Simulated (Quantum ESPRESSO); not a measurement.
# ScZr3Ga2NbW: input and log of a self-consistent run

Simulated, not a measurement. The program is pw.x of Quantum ESPRESSO 7.5 (plane-wave density functional theory). The cell is made up: eight metal atoms on a hexagonal close-packed lattice, with elements, volume, strain and displacements drawn at random and not relaxed, so it may be unstable or far from any real phase. PseudoDojo standard norm-conserving files set the functional (PBE unless stated); there is no spin polarisation or spin-orbit coupling, the Fermi-Dirac width of 0.25 eV means electrons at about 2900 K, and the masses in the input are unused placeholders. Heavy elements are run without spin-orbit coupling, which real alloys of them have. A spin test at this wide smearing found no moment, but such smearing suppresses magnetism that the real alloy may have.

Input:

```
&control calculation='scf', pseudo_dir='./dojo.nc.sr.pbe.v0_5.standard.upf', outdir='./o', disk_io='minimal', tprnfor=.true., tstress=.true. /
&system ibrav=0, nat=8, ntyp=5, nbnd=66, ecutwfc=84.00895049, nosym=.true., tot_charge=0,
 occupations='smearing', smearing='fd', degauss=0.0183746611
/
&electrons conv_thr=1.470e-08, electron_maxstep=70, mixing_beta=0.5 /
ATOMIC_SPECIES
Ga 1.0 Ga.upf
Nb 1.0 Nb.upf
Sc 1.0 Sc.upf
W 1.0 W.upf
Zr 1.0 Zr.upf
CELL_PARAMETERS angstrom
-0.005 -0.0124 4.9459
6.0297 0.0296 -0.0063
-2.9892 5.3303 -0.0103
ATOMIC_POSITIONS angstrom
Sc 0.2788 0.1096 -0.1031
Zr -1.6177 2.5975 0.0578
Zr 3.0034 -0.0092 -0.0744
Ga 1.6424 2.6507 -0.037
Nb -0.0051 1.6579 2.4179
Zr -1.4131 4.2945 2.6677
Ga 3.0929 1.7878 2.5019
W 1.5834 4.4382 2.5518
K_POINTS automatic
5 5 5 1 1 1
```

The log is shortened where brackets say so; the opening notice, blank lines, dates and the lines on written files are dropped, and the path of the files is cut. It prints rydbergs, bohrs and kilobars, and counts compression as positive stress. Its total energy is the free energy E - TS of the whole cell.

```
     Program PWSCF v.7.5
     Parallel version (MPI & OpenMP), running on       4 processor cores
     Number of MPI processes:                 4
     Threads/MPI process:                     1
     [start-up lines left out]
     bravais-lattice index     =            0
     lattice parameter (alat)  =       9.3464  a.u.
     unit-cell volume          =    1075.6725 (a.u.)^3
     number of atoms/cell      =            8
     number of atomic types    =            5
     number of electrons       =       100.00
     number of Kohn-Sham states=           66
     kinetic-energy cutoff     =      84.0090  Ry
     charge density cutoff     =     336.0358  Ry
     scf convergence threshold =      1.5E-08
     mixing beta               =       0.5000
     number of iterations used =            8  plain     mixing
     Exchange-correlation= PBE
                           (   1   4   3   4   0   0   0)
     [axes and pseudopotential details left out]
   Cartesian axes
     site n.     atom                  positions (alat units)
         1        Sc     tau(   1) = (   0.0563697   0.0221597  -0.0208455  )
         2        Zr     tau(   2) = (  -0.3270778   0.5251806   0.0116864  )
         3        Zr     tau(   3) = (   0.6072482  -0.0018601  -0.0150427  )
         4        Ga     tau(   4) = (   0.3320718   0.5359369  -0.0074809  )
         5        Nb     tau(   5) = (  -0.0010312   0.3352057   0.4888678  )
         6        Zr     tau(   6) = (  -0.2857104   0.8682918   0.5393741  )
         7        Ga     tau(   7) = (   0.6253440   0.3614698   0.5058515  )
         8        W      tau(   8) = (   0.3201428   0.8973460   0.5159406  )
     number of k points=    63  Fermi-Dirac smearing, width (Ry)=  0.0184
                       cart. coord. in units 2pi/alat
        k(    1) = (   0.0814502   0.1386596   0.1004303), wk =   0.0320000
        k(    2) = (   0.0805422   0.3237287   0.1008934), wk =   0.0320000
     [further k points left out]
     Dense  grid:   111871 G-vectors     FFT dimensions: (  60,  72,  72)
     Estimated max dynamical RAM per process >     429.67 MB
     Estimated total dynamical RAM >       1.60 GB
     Initial potential from superposition of free atoms
     starting charge      99.9821, renormalised to     100.0000
     Starting wfcs are   78 randomized atomic wfcs
     total cpu time spent up to now is        6.8 secs
     per-process dynamical memory:   336.0 Mb
     Self-consistent Calculation
     iteration #  1     ecut=    84.01 Ry     beta= 0.50
     Davidson diagonalization with overlap
     ethr =  1.00E-02,  avg # of iterations =  2.1
     total cpu time spent up to now is       20.0 secs
     total energy              =    -981.55407147 Ry
     estimated scf accuracy    <       1.91273373 Ry
     iteration #  2     ecut=    84.01 Ry     beta= 0.50
     Davidson diagonalization with overlap
     ethr =  1.91E-03,  avg # of iterations =  5.6
     total cpu time spent up to now is       36.4 secs
     total energy              =    -980.85728001 Ry
     estimated scf accuracy    <      20.58766662 Ry
     iteration #  3     ecut=    84.01 Ry     beta= 0.50
     Davidson diagonalization with overlap
     ethr =  1.91E-03,  avg # of iterations =  2.8
     total cpu time spent up to now is       48.7 secs
     total energy              =    -982.56230479 Ry
     estimated scf accuracy    <       0.48620182 Ry
     iteration #  4     ecut=    84.01 Ry     beta= 0.50
     Davidson diagonalization with overlap
     ethr =  4.86E-04,  avg # of iterations =  4.1
     total cpu time spent up to now is       60.7 secs
     total energy              =    -982.60938635 Ry
     estimated scf accuracy    <       0.09333835 Ry
     iteration #  5     ecut=    84.01 Ry     beta= 0.50
     Davidson diagonalization with overlap
     ethr =  9.33E-05,  avg # of iterations =  6.9
     total cpu time spent up to now is       75.7 secs
     total energy              =    -982.61458468 Ry
     estimated scf accuracy    <       0.08348404 Ry
     [iterations 6 to 11 left out]
     iteration # 12     ecut=    84.01 Ry     beta= 0.50
     Davidson diagonalization with overlap
     ethr =  1.56E-08,  avg # of iterations =  3.6
     total cpu time spent up to now is      160.2 secs
     total energy              =    -982.62417434 Ry
     estimated scf accuracy    <       0.00000138 Ry
     iteration # 13     ecut=    84.01 Ry     beta= 0.50
     Davidson diagonalization with overlap
     ethr =  1.38E-09,  avg # of iterations =  5.8
     total cpu time spent up to now is      174.6 secs
     total energy              =    -982.62417458 Ry
     estimated scf accuracy    <       0.00000109 Ry
     iteration # 14     ecut=    84.01 Ry     beta= 0.50
     Davidson diagonalization with overlap
     ethr =  1.09E-09,  avg # of iterations =  2.1
     total cpu time spent up to now is      185.7 secs
     total energy              =    -982.62417472 Ry
     estimated scf accuracy    <       0.00000027 Ry
     iteration # 15     ecut=    84.01 Ry     beta= 0.50
     Davidson diagonalization with overlap
     ethr =  2.72E-10,  avg # of iterations =  2.6
     total cpu time spent up to now is      196.6 secs
     total energy              =    -982.62417476 Ry
     estimated scf accuracy    <       0.00000002 Ry
     iteration # 16     ecut=    84.01 Ry     beta= 0.50
     Davidson diagonalization with overlap
     ethr =  2.15E-11,  avg # of iterations =  5.9
     total cpu time spent up to now is      210.8 secs
     End of self-consistent calculation
     [lines on levels left out]
!    total energy              =    -982.62417476 Ry
     estimated scf accuracy    <          8.5E-09 Ry
     smearing contrib. (-TS)   =      -0.12781917 Ry
     internal energy E=F+TS    =    -982.49635559 Ry
     The total energy is F=E-TS. E is the sum of the following terms:
     one-electron contribution =    -237.32382865 Ry
     hartree contribution      =     177.09760975 Ry
     xc contribution           =    -219.39778620 Ry
     ewald contribution        =    -702.87235048 Ry
     convergence has been achieved in  16 iterations
     Forces acting on atoms (cartesian axes, Ry/au):
     atom    1 type  3   force =    -0.08991863   -0.01121031    0.04300156
     atom    2 type  5   force =     0.04844786   -0.00160466    0.01291832
     atom    3 type  5   force =     0.07582664   -0.00168867    0.04602528
     atom    4 type  1   force =    -0.03730202    0.02232415    0.00354352
     atom    5 type  2   force =    -0.00172908    0.00253810    0.00480322
     atom    6 type  5   force =     0.00501587   -0.00119706   -0.09113779
     atom    7 type  1   force =    -0.01220710   -0.01637074   -0.00411652
     atom    8 type  4   force =     0.01186646    0.00720920   -0.01503759
     Total force =     0.177674     Total SCF correction =     0.000306
     Computing stress (Cartesian axis) and pressure
          total   stress  (Ry/bohr**3)                   (kbar)     P=       -1.93
  -0.00004524  -0.00002285   0.00000967           -6.65       -3.36        1.42
  -0.00002285  -0.00020276   0.00003651           -3.36      -29.83        5.37
   0.00000967   0.00003651   0.00020860            1.42        5.37       30.69
     init_run     :      6.34s CPU      6.59s WALL (       1 calls)
     electrons    :    203.17s CPU    204.03s WALL (       1 calls)
     forces       :      1.98s CPU      1.98s WALL (       1 calls)
     stress       :      7.11s CPU      7.11s WALL (       1 calls)
     [timing details left out]
     PWSCF        :   3m38.79s CPU   3m39.92s WALL
     JOB DONE.
```

In other units: free energy -13369.283 eV for the cell, pressure -0.19 GPa, largest force component 2.343 eV/Å in size. The run took 222 s of wall time with four MPI processes on a shared machine (AMD EPYC, Zen 5, virtual cores), so the time is rough. A rerun of this cell at a higher cutoff and on a denser mesh moved values by no more than 0.002 eV in energy, 0.02 GPa in stress and 0.008 eV/Å in force, and a second program with other atomic files agreed on that cell to 2 % rms in force and 0.5 GPa in pressure.